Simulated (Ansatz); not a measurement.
Relaxed MoS$_{2}$ (3R-MoS2 type, space group R3m):

```xyz
3
Lattice="1.5766 0.9103 5.9979 -1.5766 0.9103 5.9979 0.0000 -1.8205 5.9979" Properties=species:S:1:pos:R:3 pbc="T T T"
Mo     0.0000     0.0000     0.0003
S      0.0000     0.0000    13.5588
S      0.0000     0.0000    10.4319
```

In each cell atom 2 (S, nearest neighbour Mo at 2.399 Å; its periodic images, 3.2 Å or more away, move with it) moves by s·(0.000, 0.000, 1.000) (along Cartesian z), the rest being held.

All values below come from PBE-D3(BJ) (plane waves to 420 eV, PAW, scalar-relativistic; Ansatz, a quantum-chemistry and plane-wave program). k mesh 10×10×10 (Γ-centred), Fermi-Dirac smearing 0.05 eV. The energy includes the smearing's −TS. As the smearing reaches across the gap at some points, energies and forces of such displacements shift with the k mesh and the smearing. MoS2 is run without spin polarisation. MoS2 was relaxed with its symmetry unable to fall. The PAW data are Ansatz's earlier set. This is one of several known forms of MoS2; the measured ambient cells at hand have space group No. 194. ΔE is measured from the undisplaced structure.

Question: What ΔE (eV/cell) does the calculation give at s (Å) = -0.480, -0.288, -0.192, 0.096, 0.288, 0.480?

Answer: 
| s (Å) | ΔE (eV/cell) |
|---|---|
| -0.480 | 2.495 |
| -0.288 | 0.882 |
| -0.192 | 0.372 |
| 0.096 | 0.076 |
| 0.288 | 0.584 |
| 0.480 | 1.375 |

(A displaced cell: forces are minus the slopes of the energy, force constants its curvatures, and phonons follow from these.)
